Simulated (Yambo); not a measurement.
Yambo run on a free-standing SnS2 monolayer (symmetry P-3m1, slab cell 15.9 Å high) under biaxial strain of -1.5 % in the plane. The wavefunctions come from this Quantum ESPRESSO step (PBE, PseudoDojo stringent norm-conserving files, scalar-relativistic):

```
&CONTROL
  calculation = 'nscf'
  pseudo_dir = './pseudo'
  outdir = './out'
/
&SYSTEM
  ibrav = 0
  nat = 3
  ntyp = 2
  ecutwfc = 102.0
  ecutrho = 408.0
  occupations = 'fixed'
  force_symmorphic = .true.
  nbnd = 127
  assume_isolated = '2D'
/
&ELECTRONS
  conv_thr = 3.0000000000000004e-09
  diago_full_acc = .true.
  diago_thr_init = 1e-08
/
ATOMIC_SPECIES
S 32.0600 S.upf
Sn 118.7100 Sn.upf
CELL_PARAMETERS angstrom
  3.592234182475   0.000000000000   0.000000000000
 -1.796117091237   3.110966058366   0.000000000000
  0.000000000000   0.000000000000  15.900000009764
ATOMIC_POSITIONS crystal
S   0.333333333000   0.666666667000   0.093891152000
S   0.666666666333   0.333333333667  -0.093891152000
Sn   0.000000000000   0.000000000333   0.000000000000
K_POINTS automatic
6 6 1 0 0 0
```

Yambo input:

```
rim_cut
gw0
dyson
el_el_corr
HF_and_locXC
ppa
em1d
rim_w
RandQpts= 1000000
RandGvec= 2 Ry
CUTGeo= "slab z"
EXXRLvcs= 102 Ry
VXCRLvcs= 408 Ry
Chimod= "HARTREE"
% BndsRnXp
 5 | 125 |
%
NGsBlkXp= 8 Ry
% LongDrXp
 1.0 | 1.0 | 0.0 |
%
RandGvecW= 1000 mRy
PPAPntXp= 27.2114 eV
% GbndRnge
 1 | 125 |
%
GTermKind= "BG"
DysSolver= "n"
ExtendOut
% QPkrange
 1 | 1 | 17 | 18 |
 2 | 2 | 17 | 18 |
 4 | 4 | 17 | 18 |
%
```

k points by index: 1 = Γ, 2 = (0, 0.167), 4 = M.

Table of the .qp output:

```
#    K-point    Band    Eo [eV]    E [eV]    E-Eo [eV]    Vxc [eV]    Vnlxc [eV]    Sc|Eo [eV]    Sc|E [eV]    dSc/dw|Eo [eV]    Re(Z)    Im(Z)
#
    1    17    -0.058976    -0.817653    -0.758677    -13.77648    -16.23947    1.468064    1.704320    -8.471690    0.762578    -0.002381
    1    18    2.681918    3.492754    0.810835    -12.74309    -8.936048    -2.784254    -2.996206    -7.111624    0.792798    -0.002001
    2    17    0.000000    -0.767844    -0.767844    -13.68293    -16.17768    1.487292    1.726908    -8.489622    0.762195    -0.002348
    2    18    3.155133    4.055576    0.900444    -13.58723    -9.533047    -2.902666    -3.153735    -7.586175    0.781988    -0.001685
    4    17    -0.307967    -1.117924    -0.809957    -13.51023    -16.18000    1.605673    1.859812    -8.536018    0.761206    -0.002366
    4    18    1.577957    2.374925    0.796967    -12.52776    -9.020418    -2.496620    -2.710370    -7.296698    0.788545    -0.002202
```
(The two width columns are left out.) Convergence of these settings isn't established.

Spin-orbit coupling is not included.

Geometry strained from the cell relaxed with PBEsol, atoms relaxed again.
